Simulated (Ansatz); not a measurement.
Relaxation of a relaxed NbRu cell displaced along its unstable phonon at q = Γ (131i cm⁻¹), largest move 0.15 Å; 4 atoms in the cell, which starts as Pmm2 (No. 25), oP4; a = c = 2.933 Å, b = 8.099 Å, α = β = γ = 90.00°. The numbers are results of PBEsol (plane waves to 420 eV, PAW, scalar-relativistic; Ansatz, a program for electronic structure), not measurements. Γ-centred k-mesh 11×11×4 on the run's cell (coarser than for final values), Fermi–Dirac smearing 0.05 eV. This is the first round of the run. 

The optimiser's lines from the output (shortened; P is positive under compression):

```
relax step   1: F+E_penalty+E_count = -20621.19360304 eV  Δ(F+E_penalty+E_count) = +0.000e0 eV  max|allowed force component| = 8.734e-1 eV/Å  Δτ_max = 0.0000 Å  P = -0.526 GPa  Ω = 69.664 Å³  (7 SCF iters, dr2 threshold 1.00e-7 eV, accepted)
relax step   2: F+E_penalty+E_count = -20621.56071579 eV  Δ(F+E_penalty+E_count) = -3.671e-1 eV  max|allowed force component| = 1.858e0 eV/Å  Δτ_max = 0.1951 Å  P = -0.032 GPa  Ω = 68.607 Å³  (7 SCF iters, dr2 threshold 4.00e-7 eV, accepted)
relax step   3: F+E_penalty+E_count = -20622.13183028 eV  Δ(F+E_penalty+E_count) = -5.711e-1 eV  max|allowed force component| = 1.965e0 eV/Å  Δτ_max = 0.1957 Å  P = -1.424 GPa  Ω = 67.762 Å³  (8 SCF iters, dr2 threshold 4.00e-7 eV, accepted)
relax step   4: F+E_penalty+E_count = -20622.64774885 eV  Δ(F+E_penalty+E_count) = -5.159e-1 eV  max|allowed force component| = 1.482e0 eV/Å  Δτ_max = 0.1962 Å  P = -0.839 GPa  Ω = 66.183 Å³  (7 SCF iters, dr2 threshold 4.00e-7 eV, accepted)
relax step   5: F+E_penalty+E_count = -20622.99583330 eV  Δ(F+E_penalty+E_count) = -3.481e-1 eV  max|allowed force component| = 8.058e-1 eV/Å  Δτ_max = 0.1949 Å  P = -1.222 GPa  Ω = 65.205 Å³  (7 SCF iters, dr2 threshold 4.00e-7 eV, accepted)
relax step   6: F+E_penalty+E_count = -20623.08218923 eV  Δ(F+E_penalty+E_count) = -8.636e-2 eV  max|allowed force component| = 3.624e-1 eV/Å  Δτ_max = 0.1956 Å  P = +5.357 GPa  Ω = 63.168 Å³  (7 SCF iters, dr2 threshold 4.00e-7 eV, accepted)
relax step   7: F+E_penalty+E_count = -20623.08253150 eV  Δ(F+E_penalty+E_count) = -3.423e-4 eV  max|allowed force component| = 8.045e-2 eV/Å  Δτ_max = 0.0198 Å  P = -2.253 GPa  Ω = 65.281 Å³  (7 SCF iters, dr2 threshold 4.00e-7 eV, accepted)
relax step   8: F+E_penalty+E_count = -20623.11344381 eV  Δ(F+E_penalty+E_count) = -3.091e-2 eV  max|allowed force component| = 2.126e-1 eV/Å  Δτ_max = 0.0170 Å  P = -0.270 GPa  Ω = 64.575 Å³  (6 SCF iters, dr2 threshold 4.00e-7 eV, accepted)
relax step   9: F+E_penalty+E_count = -20623.11959080 eV  Δ(F+E_penalty+E_count) = -6.147e-3 eV  max|allowed force component| = 4.653e-3 eV/Å  Δτ_max = 0.0144 Å  P = -0.077 GPa  Ω = 64.609 Å³  (6 SCF iters, dr2 threshold 4.00e-7 eV, accepted)
relax step  10: F+E_penalty+E_count = -20623.11975225 eV  Δ(F+E_penalty+E_count) = -1.615e-4 eV  max|allowed force component| = 2.311e-2 eV/Å  Δτ_max = 0.0003 Å  P = +0.094 GPa  Ω = 64.609 Å³  (6 SCF iters, dr2 threshold 2.41e-7 eV, accepted)
relax step  11: F+E_penalty+E_count = -20623.11981482 eV  Δ(F+E_penalty+E_count) = -6.257e-5 eV  max|allowed force component| = 9.933e-4 eV/Å  Δτ_max = 0.0013 Å  P = +0.013 GPa  Ω = 64.627 Å³  (6 SCF iters, dr2 threshold 1.21e-7 eV, accepted)
relax step  12: F+E_penalty+E_count = -20623.11876336 eV  Δ(F+E_penalty+E_count) = +1.051e-3 eV  max|allowed force component| = 9.022e-4 eV/Å  Δτ_max = 0.0000 Å  P = +0.020 GPa  Ω = 64.627 Å³  stress off target by 2.32e-2 GPa  SCF on the basis re-selected at this cell (its energy is not comparable with the rows above)  (6 SCF iters)
relax step  13: F+E_penalty+E_count = -20623.11876265 eV  Δ(F+E_penalty+E_count) = +7.054e-7 eV  max|allowed force component| = 3.016e-5 eV/Å  Δτ_max = 0.0000 Å  P = -0.000 GPa  Ω = 64.633 Å³  (6 SCF iters, dr2 threshold 1.35e-9 eV, accepted)
relax step  14: F+E_penalty+E_count = -20623.11876363 eV  Δ(F+E_penalty+E_count) = -9.815e-7 eV  max|allowed force component| = 3.015e-5 eV/Å  Δτ_max = 0.0000 Å  P = -0.000 GPa  Ω = 64.633 Å³  stress off target by 5.42e-4 GPa  SCF on the basis re-selected at this cell (its energy is not comparable with the rows above)  (9 SCF iters)
```

From the first to the last row the energy changes by -0.48 eV/atom and the volume by -7.2 %. The last row is marked as not comparable with the walk above it, whose basis was carried along; it does compare with step 1, since both stand on a basis selected at the nominal cutoff for their own cell.

Later rounds, restarted from the end of this one on a renewed k-mesh, logged 12 more steps and released under 0.01 eV/atom more. The final structure after all rounds: Pmmm (No. 47), oP4; a = 2.8298 Å, b = 2.9603 Å, c = 7.7189 Å, α = 90.00°, β = 90.00°, γ = 90.00°. Between re-selections the logged energies stand on a plane-wave basis carried along with the cell. No spin polarisation in the result.

The run could not lose the symmetry of its start: the end is stationary, and may be a saddle point rather than a minimum.

The relaxed structure here is a generated cell of NbRu: the first start was made by placing the elements on the sites of a structure type, and the end was not matched to a known phase here, so it may be hypothetical.
